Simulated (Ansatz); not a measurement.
Input and command of a plane-wave DFT calculation in Ansatz:

```yaml
crystal:
  lattice:
    - [3.5052, 0.0, 0.0]
    - [0.0, 3.5052, 0.0]
    - [0.0, 0.0, 4.1148]
  atoms:
    - { symbol: "Y", position: [0.5, 0.5, 0.5] }
    - { symbol: In, position: [0.0, 0.0, 0.0] }
basis:
  ecutwfc: 500
kpoints:
  mp_grid: { grid: [12, 12, 12] }
hamiltonian:
  xc: r2scan
scf:
  occupations: { method: gaussian, width: 0.15 }
output:
  forces: true
  stress: true
  eigenvalues: true
```

```bash
ansatz run input.yaml --threads 1 --pin off --max-ram 2560MiB --backend cpu --events-out ev --progress --plain --runs-dir out
```

Processor: Arm Neoverse V1, 1 thread, on a host shared with other jobs.

**Question.** Estimate time, memory and problem size.

**Answer.** About 31 s on 1 thread of Arm Neoverse V1, on a shared host, peak memory 0.54 GiB. It solves 16 bands at 196 k points (the mesh reduced by symmetry) with about 1311 plane waves, in 7 SCF iterations.
